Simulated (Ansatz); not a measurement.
TaSi₂:
```xyz
9
Lattice="4.7799 0.0000 0.0000 -2.3900 4.1395 0.0000 0.0000 0.0000 6.5538" Properties=species:S:1:pos:R:3 pbc="T T T"
Ta     2.3900     0.0000     0.0000
Ta     1.1950     2.0698     2.1846
Ta    -1.1950     2.0698     4.3692
Si     0.0000     1.3097     0.0000
Si     3.6457     0.6548     2.1846
Si     1.2558     3.4847     4.3692
Si     2.3900     2.8299     0.0000
Si    -1.2558     3.4847     2.1846
Si     1.1342     0.6548     4.3692
```

Relaxed with r²SCAN.

Q: Map the valence electron density (e/Å³), cut off at 0.9 on the plane through (0.500, 0.000, 0.000) spanned by u = [1, 1, 0] and v = [1, -1, 0] in lattice vectors, from r²SCAN (plane waves, PAW; program Ansatz).

A: x is the fraction of u, y of v (the angle between them is 90°; rows are the nearest grid lines); atoms in the plane: Ta at (0.00, 0.00), Ta at (0.50, 0.50), Si at (0.49, 0.17), Si at (0.99, 0.67), Si at (0.01, 0.33), Si at (0.51, 0.83).
```
|@@@@@*-:::::::::::-*@@@@@|
|@@@@@=::::---------=@@@@@|
|@@@@*-::------------*@@@@|
|++=-:::-==-:..:===----=++|
|--:::::---:   .:==-------|
|==--::::---:::--=-----===|
|===--:::--======-----====|
| .:---::::--==-----==-.  |
| .:-=-:::::-----:--==-.  |
|--==--::-+@@@@@*=---==---|
|-----::-*@@@@@@@*--------|
|::::::-+@@@@@@@@@*-::::::|
|::::::-*@@@@@@@@@+-::::::|
|--------*@@@@@@@*-::-----|
|---==---=*@@@@@+-::--==--|
|  .-==--:-----:::::-=-:. |
|  .-==-----==--::::---:. |
|====-----======--:::--===|
|===-----=--:::---::::--==|
|-------==:.   :---:::::--|
|++=----===:..:-==-:::-=++|
|@@@@*------------::-*@@@@|
|@@@@@=---------::::=@@@@@|
|@@@@@*-:::::::::::-*@@@@@|
```
Scale: ten equal steps from 0.040 (start of ' ') to 0.900 (end of '@'), in the order ' .:-=+*#%@'; x runs from 0.000 to 1.00, y from 0.000 (bottom) to 1.00 (top).

The density is the valence pseudo-density with augmentation charge, so density and ELF within about 1 Å of a nucleus are not all-electron values.

Space group P6_222. Symmetry was held in the r²SCAN relaxation. No spin polarisation was allowed. Spin–orbit coupling is left out wherever it is not named.

Potentials: the later of the program's two PAW sets.
